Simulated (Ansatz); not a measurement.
HfO2:
```
CELL_PARAMETERS angstrom
      5.18134     0.00000     0.00000
      0.00000     4.97573     0.00000
      0.00000     0.00000     4.99604
ATOMIC_POSITIONS crystal
  Hf 0.03292 0.26805 0.24318
  Hf 0.96708 0.73195 0.74318
  Hf 0.46708 0.26805 0.74318
  Hf 0.53292 0.73195 0.24318
  O  0.36896 0.07309 0.37887
  O  0.63104 0.92691 0.87887
  O  0.13104 0.07309 0.87887
  O  0.86896 0.92691 0.37887
  O  0.73549 0.45853 0.49095
  O  0.26451 0.54147 0.99095
  O  0.76451 0.45853 0.99095
  O  0.23549 0.54147 0.49095
```

Relaxed with LDA.

### Question
Decompose the optical modes at the zone centre into irreducible representations, and say which are infrared and Raman allowed.

### Answer
Point group mm2: Γ_opt = 8A1 + 9A2 + 8B1 + 8B2. Infrared: A1, B1, B2. Raman: A1, A2, B1, B2.

### Question
Assign frequencies (DFPT, plane-wave PAW LDA (Ansatz code); without the LO–TO term).

### Answer
A1 125, A2 128, B1 130, A2 143, B2 145, A2 154, A1 165, B2 240, B1 240, B2 248, A1 258, B1 274, A2 309, A1 337, B2 339, B1 341, A1 348, A1 392, B1 394, B2 402, A2 413, A1 471, A2 488, B1 491, B2 529, B2 561, A2 588, A1 607, B1 644, A2 665, A2 689, B1 698, B2 742 cm⁻¹.

Subscripts of B labels follow the axes of the standard setting.

Space group Pca2_1. The LDA relaxation kept the symmetry of its start; phonons on a q-mesh show no instability. No spin polarisation was allowed. Scalar-relativistic: spin–orbit coupling is off unless named, which matters more the heavier the elements.

Potentials: the later of the program's two PAW sets.
